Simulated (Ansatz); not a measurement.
# LaNi2B2C: C vacancy

Computed with the plane-wave PAW code Ansatz (scalar-relativistic, PAW set soft_2): PBEsol, no spin polarisation, 420 eV cutoff, k-mesh 5×5×5.

The relaxed host crystal (no gap at this level of theory):

```xyz
6
Lattice="-1.8718 1.8718 4.8713 1.8718 -1.8718 4.8713 1.8718 1.8718 -4.8713" Properties=species:S:1:pos:R:3 pbc="T T T"
B     0.0000    0.0000    3.3793
B     0.0000    0.0000    6.3633
C     0.0000    0.0000    4.8713
La    0.0000    0.0000    0.0000
Ni    0.0000    1.8718    2.4357
Ni    1.8718    0.0000    2.4357
```

Supercell of 18 atoms, rows of the matrix [[1,1,2],[1,1,1],[-1,2,1]] times the cell vectors; C vacancy at (0.500, 0.500, 0.000) in fractions of the cell above. Atoms are relaxed at the host's cell, from a start shaken by 0.03 Å near the defect. The cell loses 1 of its 3 C, so this is a heavily defective crystal.

Task: How does the lattice relax around the defect?

Result: Distances from the empty C site (Å), by shell of the perfect crystal:

| shell | perfect crystal | relaxed, charge 0 |
| --- | --- | --- |
| 2 B | 1.49 | 1.68 |

```json
{"charge": "0", "gap of the cell on the mesh (eV)": "0.00"}
```

Formation energy of the neutral defect: 0.91 eV, taking atoms from and to the elements' standard states (no corrections for gases), so it belongs to those chemical potentials alone.

Relaxed cell at charge 0:

```
LaNi2B2C V_C charge 0
1.0
     3.7436    3.7436    0.0000
     1.8718    1.8718    4.8713
     7.4872   -3.7436    0.0000
B C La Ni
6 2 3 6
Direct
  0.6720 0.6554 0.0003
  0.9857 0.6946 0.3337
  0.3192 0.6946 0.6669
  0.3280 0.3436 0.0003
  0.6808 0.3044 0.3337
  0.0142 0.3044 0.6669
  0.8307 0.9995 0.3388
  0.1692 0.9995 0.6618
  0.0001 0.9995 0.0003
  0.3367 0.9995 0.3268
  0.6633 0.9995 0.6738
  0.0813 0.4995 0.8377
  0.4187 0.4995 0.1629
  0.7500 0.4995 0.5003
  0.9187 0.4995 0.1629
  0.2500 0.4995 0.5003
  0.5813 0.4995 0.8377
```

Caveats: a metal with Cr, Mn, Fe, Co or Ni was run without spin, and may be magnetic; small supercell, so energies and levels can be off by tenths of an eV; one random start near the defect, so other minima are possible.
